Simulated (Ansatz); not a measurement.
The relaxed structure here is a generated cell of ZrO2: the first start was made by placing the elements on the sites of a structure type, and the end was not matched to a known phase here, so it may be hypothetical. Known forms of ZrO2 include space group No. 14, 137, 225.

The end point of a relaxation of ZrO$_{2}$. Method: r2SCAN (plane waves to 500 eV, PAW, scalar-relativistic; Ansatz, an electronic-structure program).

```
CELL_PARAMETERS angstrom
      0.00000     2.51920     2.51920
      2.51920     0.00000     2.51920
      2.51920     2.51920     0.00000
ATOMIC_POSITIONS crystal
  O  0.00000 0.00000 0.00000
  Zr 0.25000 0.25000 0.25000
  O  0.75000 0.75000 0.75000
```

**Question.** Determine the symmetry and give the standard cell with its independent sites.

**Answer.** Space group F-43m (No. 216); a = 5.038 Å, b = 5.038 Å, c = 5.038 Å, α = 90.00°, β = 90.00°, γ = 90.00°

```csv
atom,site,symmetry,x,y,z
O,4a,-43m,0.0000,0.0000,0.0000
Zr,4d,-43m,0.7500,0.7500,0.7500
O,4c,-43m,0.2500,0.2500,0.2500
```

**Question.** Give the shortest distances between elements (the closest pairs, up to four, under 3.6 Å).

**Answer.** O–Zr 2.18 Å; O–O 2.18 Å; Zr–Zr 3.56 Å.

```yaml
volume_per_atom: 10.66 Å³
band_gap: 2.31 eV, indirect (valence top at W, conduction bottom at X) (no spin-orbit coupling)
smallest_direct_gap: 2.48 eV at X
```

No spin polarisation in the result.

The run could not lose the symmetry of its start, so the end can be a saddle point.

All atoms sit on sites fixed by symmetry, so only the cell could relax.

It was reached from a disturbed copy of a Fm-3m (No. 225) cell (fluorite type), against which it lies +1.213 eV/atom.
